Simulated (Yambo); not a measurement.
## How GW settings move the gap: SrAgO₂

G0W0@PBEsol for SrAgO$_{2}$ (space group C2/m, No. 12) in Yambo. Reference settings: 2×2×4 Γ-centred k mesh, bands 9 to 197 and a 7 Ry block in the screening, 197 bands in G with the Bruneval-Gonze terminator, plasmon pole fitted at 27.2 eV. The PBEsol gap (-0.5, -0.5, -0.5) → (0, -0.5, -0.5) on this mesh is 0.90 eV; G0W0 gaps are taken between the same points.

| change from the reference | G0W0 gap (-0.5, -0.5, -0.5) → (0, -0.5, -0.5) (eV) | shift of the valence edge (eV) |
|---|---|---|
| reference settings | 1.72 | -0.23 |
| 134 bands in W, 134 bands in G | 1.70 | -0.14 |
| 87 bands in G | 1.71 | -0.19 |
| pole fitted at 40 eV | 1.74 | -0.26 |

The reference isn't shown to be the converged limit. In the run with 197 bands and a 7 Ry block, which covers more k points, the smallest G0W0 gap is 1.66 eV, (0, -0.5, 0) → (0, -0.5, -0.5). The mesh misses a band edge: along a dense path the PBEsol gap is 0.71 eV against 0.90 eV on the mesh.

Spin-orbit splittings are left out.

Geometry of the Materials Project entry, not relaxed at this level; primitive cell a = b = 5.9823 Å, c = 3.5887 Å, α = β = 90.44°, γ = 105.64°.

The structure is a Materials Project entry; no match was found in the copy of COD used, and its stability was not checked.

A shift is the quasiparticle energy of the state minus its PBEsol energy.
